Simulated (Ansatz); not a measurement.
## Two-dimensional PbS, first-principles data

PbS:
```
PbS
1.0
    4.21102     0.00000     0.00000
    0.00000     4.27179     0.00000
    0.00000     0.00000    32.00000
Pb S
2 2
Cartesian
  0.00000   4.24601  14.55671
  2.10551   2.11012  17.44329
  0.00000   4.05411  17.21118
  2.10551   1.91821  14.78882
```
Free-standing layer in the xy plane with vacuum along z and no interaction between images.

Method: DFT-r²SCAN+D4 in the program Ansatz with PAW potentials. Lattice and atoms are relaxed at this level; other levels are named.

**Structure**

```json
{
  "In-plane lattice": "a = 4.211 Å, b = 4.272 Å",
  "distance_between_the_outermost_nuclei": "2.89 Å",
  "exfoliation_energy_from_the_relaxed_bulk_parent": "26 meV/Å²"
}
```

**Electronic structure**

```json
{
  "band_gap": "2.19 eV (nearly direct: the direct gap is 2.20 eV)",
  "valence_band_maximum": "on the Y–Γ line, 19 % of the way from Y",
  "conduction_band_minimum": "on the Y–Γ line, 16 % of the way from Y",
  "Ionisation potential (Kohn–Sham)": "4.68 eV",
  "Electron affinity (Kohn–Sham)": "2.49 eV",
  "Electron effective mass, in the valley on the Y–Γ line, 16 % of the way from Y": "0.18 along x, 0.21 along y (mₑ)",
  "Hole effective mass, in the valley on the Y–Γ line, 19 % of the way from Y": "0.20 along x, 0.28 along y (mₑ)",
  "Electron effective mass with spin–orbit coupling, in the valley on the Γ–X line, 82 % of the way from Γ": "0.24 along x, 0.15 along y (mₑ)",
  "Hole effective mass with spin–orbit coupling, in the valley on the Y–Γ line, 20 % of the way from Y": "band 1: 0.20 along x, 0.26 along y (mₑ); band 2: 0.19 along x, 0.26 along y (mₑ)",
  "Gap with spin–orbit coupling": "1.72 eV",
  "HSE06 gap on the r²SCAN+D4 cell": "2.46 eV",
  "HSE06 ionisation potential": "4.88 eV"
}
```

**Charges**

```json
{
  "bader_charges": "Pb +1.03, S -1.03 e"
}
```

Space group Pmn2_1 (puckered). The layer was cut from a bulk entry of the Materials Project (measured or hypothetical); whether that bulk phase is the ambient one, and whether the layer has been isolated, was not checked. The cell was relaxed with r²SCAN+D4 under the symmetry of its start; whether a distortion lowers the energy is not shown. Spin–orbit coupling is left out wherever it is not named.

Potentials: the later of the program's two PAW sets.
